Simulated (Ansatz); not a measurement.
The start is a relaxed Fe cell, doubled along one cell vector, shaken by Gaussian noise of σ = 0.08 Å a coordinate. The cell and all atomic positions are relaxed at zero pressure with PBEsol (plane waves to 420 eV, PAW, scalar-relativistic; Ansatz, a first-principles code). The first steps use a coarse 8×16×16 k-mesh.

The start:
```yaml
crystal:
  lattice:
    - [-2.78677, 2.78677, 2.78677]
    - [1.39338, -1.39338, 1.39338]
    - [1.39338, 1.39338, -1.39338]
  atoms:
    - { symbol: Fe, position: [0.99169, 0.95169, 0.05834] }
    - { symbol: Fe, position: [0.51566, 0.02291, 0.02864] }
```
Spin-polarised start, with parallel moments on Fe.

```json
{
 "largest_initial_force": "1.35 eV/Å, on Fe1, Fe2 (atoms numbered as listed)",
 "energy_released": "0.06 eV/atom",
 "Shortest distances (start → end)": "The closest pairs of elements (up to four, under 3.6 Å), start → end: Fe–Fe 2.34 → 2.41 Å",
 "optimiser_moves": "6"
}
```

Relaxed structure:

```cif
data_Fe2
_chemical_formula_sum 'Fe2'
_space_group_name_H-M_alt 'Im-3m'
_space_group_IT_number 229
_space_group_name_Hall '-I 4 2 3'
_cell_length_a 2.78678
_cell_length_b 2.78678
_cell_length_c 2.78678
_cell_angle_alpha 90.000
_cell_angle_beta 90.000
_cell_angle_gamma 90.000
loop_
_atom_site_label
_atom_site_type_symbol
_atom_site_symmetry_multiplicity
_atom_site_Wyckoff_symbol
_atom_site_fract_x
_atom_site_fract_y
_atom_site_fract_z
_atom_site_occupancy
Fe1 Fe 2 a 0.00000 0.00000 0.00000 1
```
(The calculation used a cell of 1 atom; values per cell refer to that cell.)

Final values are on a 23×23×23 k-mesh of the relaxed cell. Spin state reached: ferromagnetic (net 2.10 μB/atom), from parallel starting moments; other spin orders were not run from this start.

The run could not lose the symmetry of its start.
